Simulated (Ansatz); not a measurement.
TiO2 (rutile)

```yaml
crystal:
  lattice:
    - [4.59159, 0.00000, 0.00000]
    - [0.00000, 4.59159, 0.00000]
    - [0.00000, 0.00000, 2.93910]
  atoms:
    - { symbol: Ti, position: [0.00000, 0.00000, 0.00000] }
    - { symbol: Ti, position: [0.50000, 0.50000, 0.50000] }
    - { symbol: O, position: [0.30442, 0.30442, 0.00000] }
    - { symbol: O, position: [0.80442, 0.19558, 0.50000] }
    - { symbol: O, position: [0.19558, 0.80442, 0.50000] }
    - { symbol: O, position: [0.69558, 0.69558, 0.00000] }
```

The slice is a (-1 1 0) plane (indices of the conventional cell) through the point (0.500, 0.500, 0.500) (fractional), spanned by u = [001] and v = [110] in vectors of this cell: u (2.94 Å) and v (6.49 Å, at 90° to u). It covers one period; positions are fractions (u, v).

Computed with PBEsol (plane waves to 420 eV, PAW, scalar-relativistic; Ansatz, an electronic-structure program). k mesh 7×7×11. Near the nuclei the fields are pseudised (PAW); where an atom keeps semicore shells as valence, they peak there. The PAW data are Ansatz's earlier set. TiO2 is run without spin polarisation. TiO2 was relaxed with its symmetry unable to fall.

Three fields on this plane, each scaled to ten steps between its own extremes (0 low, 9 high; the total valence density on a logarithmic scale, the potential cut 8 eV below its top; x marks points blanked near nuclei; v = 0 in the bottom row):

Map A
```
|xxxx004400xxx|
|xxx00122100xx|
|xx000xxxx000x|
|0000xxxxxx000|
|123xxxxxxxx32|
|6764xxxxxx467|
|9997xxxxxx799|
|99974xxxx4799|
|9986410014689|
|8863000000368|
|76300xxxx0036|
|6400xxxxxx004|
|5300xxxxxx003|
|420xxxxxxxx02|
|5300xxxxxx003|
|6400xxxxxx004|
|76300xxxx0036|
|8863000000368|
|9986410014689|
|99974xxxx4799|
|9997xxxxxx799|
|6764xxxxxx467|
|123xxxxxxxx32|
|0000xxxxxx000|
|xx000xxxx000x|
|xxx00122100xx|
|xxxx004400xxx|
|xxxx004400xxx|
```

Map B
```
|xxxx766667xxx|
|xxx98888889xx|
|xx989xxxx989x|
|6678xxxxxx876|
|336xxxxxxxx63|
|1258xxxxxx852|
|0147xxxxxx741|
|00358xxxx8530|
|0014689986410|
|0113578875311|
|22247xxxx7422|
|3346xxxxxx643|
|4458xxxxxx854|
|445xxxxxxxx54|
|4458xxxxxx854|
|3346xxxxxx643|
|22247xxxx7422|
|0113578875311|
|0014689986410|
|00358xxxx8530|
|0147xxxxxx741|
|1258xxxxxx852|
|336xxxxxxxx63|
|6678xxxxxx876|
|xx989xxxx989x|
|xxx98888889xx|
|xxxx766667xxx|
|xxxx754457xxx|
```

Map C
```
|xxxx113311xxx|
|xxx32688623xx|
|xx327xxxx723x|
|1116xxxxxx611|
|004xxxxxxxx40|
|0169xxxxxx961|
|0159xxxxxx951|
|00269xxxx9620|
|0002467764200|
|0000011110000|
|00001xxxx1000|
|0001xxxxxx100|
|1003xxxxxx300|
|100xxxxxxxx00|
|1003xxxxxx300|
|0001xxxxxx100|
|00001xxxx1000|
|0000011110000|
|0002467764200|
|00269xxxx9620|
|0159xxxxxx951|
|0169xxxxxx961|
|004xxxxxxxx40|
|1116xxxxxx611|
|xx327xxxx723x|
|xxx32688623xx|
|xxxx113311xxx|
|xxxx101101xxx|
```

Assign the maps to these fields: electron localisation function (ELF); valence electron density; electrostatic potential energy of an electron, from the cell's mean.

A is the electrostatic potential energy of an electron, from the cell's mean; B is the valence electron density; C is the electron localisation function (ELF).
